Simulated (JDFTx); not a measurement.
Unstrained cell:

BN(0001) slab cut from bulk BN (space group P6_3/mmc, indices of the conventional cell, lattice of the Materials Project entry mp-984, not re-optimised): 4 atoms in 2 planes, a 1x1 cell of 5.47 Å² (|a| = 2.512, |b| = 2.512 Å), 3.9 Å between the outermost planes, B/N outermost, slab composition B2N2, cell height 19.9 Å, 12×12×1 k mesh, Fermi smearing 0.003 Ha, no spin polarisation. Whether this polymorph is the ambient one wasn't checked.

Computed with JDFTx (a modified build): PBE, GBRV ultrasoft potentials, plane waves to 20/100 Ha. The in-plane lattice is scaled by the biaxial strain ε at a fixed k mesh and cell height, and all atoms off the mid-plane are relaxed in vacuum within the cell's symmetry. Zero strain is the lattice given, not this level's minimum. The layers stand 3.9 Å apart with no dispersion correction to bind them, and the coupling between layers, hence the edges, hangs on this spacing. The faces are unreconstructed.

The edges are semilocal Kohn-Sham levels of this thin slab, taken over the k mesh, and may belong to surface states. Edges are counted from the vacuum level.

```csv
k point of the edge (reduced),ε (%),valence edge (eV)
0.333 0.333,-3,-5.70
0.333 0.333,-1.5,withheld
0.333 0.333,0,-5.83
0.333 0.333,1.5,-5.89
0.333 0.333,3,-5.94
```

Fit y = Dε + qε² + y₀ to the other rows by least squares, predict the withheld value, and compare with the run.

The fit gives D (eV/%) = -0.0401, q (eV/%²) = 0.00121, y₀ (eV) = -5.83, with a root-mean-square miss of 0.001 eV on its own rows. It predicts -5.77 eV; the run gives -5.77 eV, the same to these digits.
